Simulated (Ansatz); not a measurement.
# YSi2Pt2, first-principles data

YSi2Pt2:
```yaml
crystal:
  lattice:
    - [-2.06088, 2.06088, 4.93900]
    - [2.06088, -2.06088, 4.93900]
    - [2.06088, 2.06088, -4.93900]
  atoms:
    - { symbol: Y, position: [0.00000, 0.00000, 0.00000] }
    - { symbol: Si, position: [0.38293, 0.38293, 0.00000] }
    - { symbol: Si, position: [0.61707, 0.61707, 0.00000] }
    - { symbol: Pt, position: [0.75000, 0.25000, 0.50000] }
    - { symbol: Pt, position: [0.25000, 0.75000, 0.50000] }
```

Space group I4/mmm (No. 139); conventional cell a = 4.122 Å, b = 4.122 Å, c = 9.878 Å, α = 90.00°, β = 90.00°, γ = 90.00°.

Method: PBEsol in the plane-wave PAW code Ansatz. Geometry: relaxed at this level of theory. Other levels are named where they apply.

Cell and energy:

```yaml
volume_per_atom: 16.78 Å³
density: 10.59 g/cm³
Formation energy from the elements (no fitted shifts): -1.09 eV/atom
```

Electronic structure:

```yaml
electronic_character: metallic (no gap)
Density of states at the Fermi level: 0.57 states/eV per atom (mean over ±0.08 eV)
Gap with spin–orbit coupling: none (metallic)
```

Mechanics:

```yaml
Bulk modulus (Birch–Murnaghan fit): 1460 kbar
Pressure derivative B′: 4.2
```

Charges:

```yaml
bader_charges: Y +1.67, Si +0.47, Pt -1.31 e
```

The workflow started from an entry of the Crystallography Open Database (COD). Whether it is the stable phase at ambient conditions was not checked. The PBEsol relaxation kept the symmetry of its start; whether a distortion lowers the energy is not shown. No spin polarisation was allowed. The references are the lowest solids computed at this level, not always the standard phases. Spin–orbit coupling is left out wherever it is not named.

Potentials: the later of the program's two PAW sets.
